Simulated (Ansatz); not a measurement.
Input:

Mg3ZnO4:
Space group P4/mmm (No. 123); a = b = 2.991 Å, c = 8.450 Å, α = β = γ = 90.00°

```tsv
atom	site	symmetry	x	y	z
Mg	2h	4mm	0.5000	0.5000	0.2489
Mg	1b	4/mmm	0.0000	0.0000	0.5000
Zn	1a	4/mmm	0.0000	0.0000	0.0000
O	2g	4mm	0.0000	0.0000	0.2520
O	1c	4/mmm	0.5000	0.5000	0.0000
O	1d	4/mmm	0.5000	0.5000	0.5000
```

This is the PBEsol-relaxed structure.

All from the program Ansatz at the PBEsol level (PAW), unless another level is named. Give the electron effective mass.

0.31 mₑ (isotropic).

Next, the formation energy from the elements (no fitted shifts)?

-2.39 eV/atom.

Give the weight of the valence-edge state by species (Voronoi cells).

O 70 %, Zn 29 %.

The workflow started from a Materials Project entry (that database holds measured and hypothetical structures alike); the Crystallography Open Database copy checked does not list it. With Mg and Zn taken as one species the cell has the higher symmetry Fm-3m, so it may be an ordered model of a mixed-site phase. Whether it is the stable phase at ambient conditions was not checked. The cell was relaxed with PBEsol under the symmetry of its start; of distortions, only those at the zone centre were tested. The references are the lowest solids computed at this level, not always the standard phases (solids in place of the gases).

Potentials: the later of the program's two PAW sets.

Edges and masses are those of Kohn–Sham bands, whose gap is no quasiparticle gap.
